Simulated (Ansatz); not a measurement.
Level of theory: Ansatz 0.2.0, DFT PBE, scalar-relativistic, plane waves, PAW. All cells share a 420 eV cutoff and Γ-centred k meshes spaced about 0.3 Å⁻¹ or finer (0.25 for metals, 2π included). No spin polarisation.

These are static total energies at zero pressure.

Compare these two cells of WCl2F4, each relaxed at this level.

1.

```xyz
7
Lattice="-3.8991 3.9799 3.3723 3.8991 -3.9799 3.3723 3.8991 3.9799 -3.3723" Properties=species:S:1:pos:R:3 pbc="T T T"
W     0.0000    0.0000    0.0572
Cl    0.0000    1.6556    1.6176
Cl    3.8991    2.3244   -1.7548
F     3.8991    2.6955    2.0672
F     0.0000    1.2844    5.4396
F     2.0390    3.9799    3.3618
F    -2.0390    3.9799    3.3618
```

2.

```xyz
7
Lattice="6.0336 0.0000 0.0000 2.9255 5.4760 0.0000 2.4183 1.7975 5.6222" Properties=species:S:1:pos:R:3 pbc="T T T"
W     0.0000    0.0000    0.0000
Cl    4.0548    4.1283    1.4646
Cl    7.3226    3.1452    4.1575
F     3.8910    1.7929    4.4821
F     6.7072    1.5045    0.8664
F     4.6702    5.7690    4.7558
F     7.4864    5.4806    1.1401
```

Task: Which form is favoured at zero pressure, and by what margin per atom?

Result: Cell 2 is lower, by 6 meV/atom. Cell 1 has space group Imm2 (No. 44), 29.9 Å³/atom and a gap of 2.78 eV on its mesh; cell 2 has space group P-1 (No. 2), 26.5 Å³/atom and a gap of 3.00 eV. In cell 1, W is surrounded by 4 F at 1.86–1.87 Å and 2 Cl at 2.27 Å; Cl has 1 W at 2.27 Å; F on its first site is surrounded by 1 W at 1.87 Å; 1 more site not described. In cell 2, W is surrounded by 4 F at 1.86 Å and 2 Cl at 2.29 Å; Cl has 1 W at 2.29 Å; F on its first site has 1 W at 1.86 Å; 1 more site not described. Both come from trial cells of a structure search.

Weakly bound directions are ill-defined at this level, which has no dispersion term (Imm2, P-1), and this can change margins and order among such cells. These runs have no spin–orbit coupling, which can matter for W. Kohn–Sham gaps at this level usually fall short of measured ones. With atoms moved at random, cell 2 came back. Cell 1 had no clear such test and can be a saddle point.
